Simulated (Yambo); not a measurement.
Yambo run on LuCuS2 (space group P3m1, No. 156). The wavefunctions are norm-conserving PBEsol (Quantum ESPRESSO, 100 Ry, scalar-relativistic) ones on a 6×6×2 mesh (28 occupied bands); a = 3.797 Å, b = 3.797 Å, c = 5.983 Å, α = 90.00°, β = 90.00°, γ = 120.00°.

Yambo input:

```
rim_cut
gw0
dyson
el_el_corr
HF_and_locXC
mpa
em1d
RandQpts= 1000000
RandGvec= 1 Ry
EXXRLvcs= 100 Ry
VXCRLvcs= 400 Ry
Chimod= "HARTREE"
% BndsRnXm
 6 | 124 |
%
NGsBlkXm= 7 Ry
% LongDrXm
 1.0 | 1.0 | 1.0 |
%
EnSampXm= "2l"
EnGridXm= "lP"
% EnRngeXm
 0.0 | 40.0 | eV
%
% ImRngeXm
 2.72114 | 27.21138 | eV
%
% DmRngeXm
 0.02721 | 2.72114 | eV
%
ETStpsXm= 8
IntSolXm= "PT"
% GbndRnge
 1 | 124 |
%
GTermKind= "none"
DysSolver= "n"
ExtendOut
% QPkrange
 1 | 1 | 28 | 29 |
 8 | 8 | 29 | 29 |
%
```

k points by index: 1 = Γ, 8 = L.

Resulting energies as the program prints them:

```
#    K-point    Band    Eo [eV]    E [eV]    E-Eo [eV]    Vxc [eV]    Vnlxc [eV]    Sc|Eo [eV]    Sc|E [eV]    dSc/dw|Eo [eV]    Re(Z)    Im(Z)
#
    1    28    0.000000    -0.208792    -0.208792    -22.69429    -26.96168    3.984284    4.058595    -9.700943    0.737185    0.001889
    1    29    1.773472    2.317512    0.544040    -12.55611    -8.024627    -3.837490    -3.987445    -7.499076    0.783952    -0.928967E-3
    8    29    1.170690    1.586943    0.416253    -14.80216    -11.60037    -2.664845    -2.785539    -7.885800    0.775313    -0.001194
```
(The two width columns are left out.) Convergence of these settings isn't established.

Geometry relaxed with PBEsol.

The structure is a Materials Project entry; no match was found in the copy of COD used, and its stability was not checked.
